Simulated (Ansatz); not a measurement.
A structure of NaZnF3 relaxed with r2SCAN (plane waves to 500 eV, PAW, scalar-relativistic; Ansatz, an electronic-structure program); single points at other levels follow on the same geometry (Ansatz, PAW; HSE06 at 420 eV on a 4×3×4 k-mesh; no spin-orbit coupling). Space group Pnma (No. 62).

```cif
data_F12Na4Zn4
_chemical_formula_sum 'Na4 Zn4 F12'
_space_group_name_H-M_alt 'P 1'
_space_group_IT_number 1
_cell_length_a 5.58590
_cell_length_b 7.71957
_cell_length_c 5.36185
_cell_angle_alpha 90.000
_cell_angle_beta 90.000
_cell_angle_gamma 90.000
loop_
_space_group_symop_operation_xyz
  'x, y, z'
loop_
_atom_site_label
_atom_site_type_symbol
_atom_site_fract_x
_atom_site_fract_y
_atom_site_fract_z
_atom_site_occupancy
Na1 Na 0.43842 0.25000 0.98180 1
Na2 Na 0.93842 0.25000 0.51820 1
Na3 Na 0.56158 0.75000 0.01820 1
Na4 Na 0.06158 0.75000 0.48180 1
Zn1 Zn 0.00000 0.00000 0.00000 1
Zn2 Zn 0.50000 0.50000 0.50000 1
Zn3 Zn 0.00000 0.50000 0.00000 1
Zn4 Zn 0.50000 0.00000 0.50000 1
F1 F 0.03930 0.25000 0.10890 1
F2 F 0.53930 0.25000 0.39110 1
F3 F 0.96070 0.75000 0.89110 1
F4 F 0.46070 0.75000 0.60890 1
F5 F 0.30017 0.55689 0.19550 1
F6 F 0.80017 0.94311 0.30450 1
F7 F 0.69983 0.05689 0.80450 1
F8 F 0.19983 0.44311 0.69550 1
F9 F 0.69983 0.44311 0.80450 1
F10 F 0.19983 0.05689 0.69550 1
F11 F 0.30017 0.94311 0.19550 1
F12 F 0.80017 0.55689 0.30450 1
```

| level | gap (eV) | kind | conduction minimum |
|---|---|---|---|
| r2SCAN | 4.64 | direct | Γ |
| HSE06 | ? | – | ? |

Task: Some entries are withheld; supply them.

Result: 
- HSE06, gap (eV): 6.39
- HSE06, conduction minimum: Γ

For this cell size the semilocal gaps come from the SCF mesh and high-symmetry points. No spin polarisation in the result.

The run could not lose the symmetry of its start.

The first start was generated by placing the elements on the sites of a structure type. A measured structure of NaZnF3 has the same space group, Pnma (No. 62); the sites were not compared with it.
